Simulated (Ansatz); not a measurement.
A single-point calculation of PtOS (Janus 1T monolayer) with the plane-wave code Ansatz, at the level PBE. The cell was relaxed with r2SCAN and then strained (in-plane biaxial +2.5 %), with the atoms relaxed again with r2SCAN; k points keep the names of the unstrained zone.

Input file:
```yaml
crystal:
  lattice:
    - [3.4264874257, 0.0, 0.0]
    - [-1.7132437129, 2.9674251564, 0.0]
    - [0.0, 0.0, 29.1078253048]
  atoms:
    - { symbol: Pt, position: [0.0, 0.0, 0.3118285091] }
    - { symbol: O, position: [0.3333333333, 0.6666666667, 0.3433887756] }
    - { symbol: S, position: [0.6666666667, 0.3333333333, 0.2723683289] }
  periodic: [true, true, false]
kpoints:
  mp_grid: { grid: [12, 12, 1] }
  band_path:
    path:
      - [0.0, 0.0, 0.0]
      - [0.5, 0.0, 0.0]
      - [0.3333333333, 0.3333333333, 0.0]
      - [-0.005208, 0.171875, 0.0]
    npoints: 1
hamiltonian:
  xc: pbe
scf:
  occupations: { method: fermi_dirac, width: 0.02 }
  n_extra_bands: 4
output:
  forces: true
  stress: true
  eigenvalues: true
```

Command: `ansatz run input.yaml --threads 4 --pin off --max-ram 5529MiB --backend cpu --events-out ev --progress --plain --runs-dir out`. It took 3.4 s on 4 threads of Arm Neoverse V2, on a shared host, load about 0.3 per core; peak host memory 0.56 GiB.

What the program printed (shortened):
```
scf.n_extra_bands = 4 over 15 filled bands (N_el = 30.0): the run solves 19 bands
Pseudopotential: Pt, paw, valence charge 18, recommended cutoff 420 eV (normal)
Pseudopotential: O, paw, valence charge 6, recommended cutoff 420 eV (normal)
Pseudopotential: S, paw, valence charge 6, recommended cutoff 420 eV (normal)
Functional definition: PBE
Crystal: 3 atoms, lattice volume = 295.964 Å³
Basis set: ecut = 420 eV, 5773 PW (Γ)
Symmetry: 6 space group operations
Space group: P3m1 (ITA 156)
k-points: 19 of 144 (time reversal used)
SCF iter   1: HF=-13990.994910 eV  Δρ=2.31e-3  dr2=2.99e-2
preconditioner: auto → none  [insulator: Δε(μ)=1.371 eV  σ=0.020 eV  ℏωp=10.1 eV]
SCF iter   2: HF=-13991.012645 eV  Δρ=4.72e-3  dr2=2.45e-1
SCF iter   3: HF=-13990.994911 eV  Δρ=2.54e-3  dr2=5.20e-2
SCF iter   4: HF=-13990.990518 eV  Δρ=6.74e-4  dr2=4.17e-3
SCF iter   5: HF=-13990.990141 eV  Δρ=2.50e-4  dr2=1.37e-4
SCF iter   6: HF=-13990.990274 eV  Δρ=6.40e-5  dr2=1.08e-5
SCF iter   7: HF=-13990.990088 eV  Δρ=1.79e-5  dr2=1.72e-6
SCF iter   8: HF=-13990.990089 eV  Δρ=7.44e-6  dr2=2.66e-7
SCF iter   9: HF=-13990.990089 eV  Δρ=2.18e-6  dr2=3.20e-8
SCF 1 converged in 9 iterations: F = -13990.990089 eV  dr2 = 3.20e-8
Free energy (F): -13990.990089 eV
Fermi energy:    -5.967439 eV
--- Per-component energies (eV) ---
  E_band       = -833.343629
  E_kinetic    = 914.225630
  E_local      = -53299.544547
  E_nonlocal   = 275.180178
  E_hartree    = 26043.007096
  E_xc         = -431.041264
  E_vxc        = -482.198725
  E_paw        = -10210.643831
  E_vpaw       = -327.023203
  E_ewald      = 22717.824186
--- Forces (eV/Å), atoms counted from 1 ---
  atom   1  Pt      0.00000      0.00000    -0.10077
  atom   2  O       0.00000      0.00000      0.26779
  atom   3  S       0.00000      0.00000    -0.16710
--- 2D stress c σ (N/m, compression-positive) ---
       -0.855958       0.000000       0.000000
        0.000000      -0.855958       0.000000
        0.000000       0.000000       0.000000
  P = ½ c Tr σ = -0.8560 N/m
--- Band table (eV; the first three rows and the last of 19) ---
  k-point 0: bands = […, -9.5494, -9.5494, -8.0269, -7.7282, -7.7282, -6.9366, -3.3362, -3.3362, -1.9573, -0.8661]
  k-point 1: bands = […, -9.7647, -9.6697, -8.1226, -7.7749, -7.6287, -6.7689, -3.6882, -3.4358, -1.7608, -0.7148]
  k-point 2: bands = […, -10.3028, -9.9088, -8.4436, -7.5253, -7.4810, -6.6518, -4.4176, -3.6469, -1.2571, -0.2904]
  k-point 18: bands = […, -10.4109, -10.0766, -9.6375, -8.3830, -7.6811, -7.0305, -5.3219, -3.8500, 0.6402, 1.9312]
```

The rows of the band table are 0: (0, 0, 0) = Γ, 1: (0, 0.083, 0), 2: (0, 1/6, 0), 18: (1/3, 1/3, 0) = K.

The file bands.tsv (bands near the Fermi energy, numbered from 0, rounded):
```tsv
# k_distance	band_10	band_11	band_12	band_13	band_14	band_15	band_16	band_17	band_18
# fermi_ev = -5.967439
# [0, 0, 0] at k_distance = 0.000000
# [0.5, 0, 0] at k_distance = 1.058693
# [0.3333333333, 0.3333333333, 0] at k_distance = 1.669930
# [-0.005208, 0.171875, 0] at k_distance = 2.605756
# levels_relative_to = fermi_ev
0.000	-3.582	-2.059	-1.761	-1.761	-0.969	2.631	2.631	4.010	5.101
1.059	-3.468	-2.973	-2.777	-2.424	-1.673	1.487	2.282	5.302	6.669
1.670	-4.109	-3.670	-2.416	-1.714	-1.063	0.646	2.117	6.608	7.899
2.606	-3.949	-2.484	-1.552	-1.509	-0.684	1.527	2.313	4.730	5.695
```
In order the rows are Γ, M, K, (-0.005, 0.172, 0).

PBE gives an indirect gap of 1.33 eV, from k = (-0.005, 0.172, 0) to K; the least direct gap is 1.71 eV at K. The gap is the least over the mesh and the extra points. With the atoms held, the mean in-plane stress is -0.86 N/m (compression positive). The largest force is 0.27 eV/Å.

The calculation is spin-unpolarised, and the structure need not be a phase that has been made.

Spin-orbit coupling is left out, which matters wherever the heavy atoms make up the band edges.
